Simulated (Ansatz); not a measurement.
**InH: modes against the lattice constant**

Level of theory: DFT LDA, scalar-relativistic, plane waves, PAW (Ansatz). Plane waves to 420 eV; Γ-centred k mesh 14×14×14; Fermi-Dirac smearing of 0.15 eV. No spin polarisation. Phonons by linear response, acoustic sum rule imposed.

The cell is fixed (symmetry leaves no force on the atoms) and stands under 1.2 GPa:
```
In H
1.0
     3.03190    0.00000    0.00000
     0.00000    3.03190    0.00000
     0.00000    0.00000    3.03190
In H
1 1
Direct
  0.00000 0.00000 0.00000
  0.50000 0.50000 0.50000
```

Its imaginary modes show that this cell, the ideal cubic caesium chloride prototype, isn't a minimum of the energy. In a metal, frequencies and elastic constants depend on the k mesh and the smearing, soft modes and shear constants most.

**Question.** How do the optical zone-centre modes (counted from the lowest optical one, degenerate ones once; i marks imaginary ones) of this metal change over a = 3.032 and 3.071 Å?

**Answer.**
```csv
a (Å),3.032,3.071
pressure (GPa),1.2,-0.7
mode 1 (cm⁻¹),457i,478i
```

Cost: 2 runs of about 1.3 core-minutes in all, on Arm Neoverse N1 (shared hosts).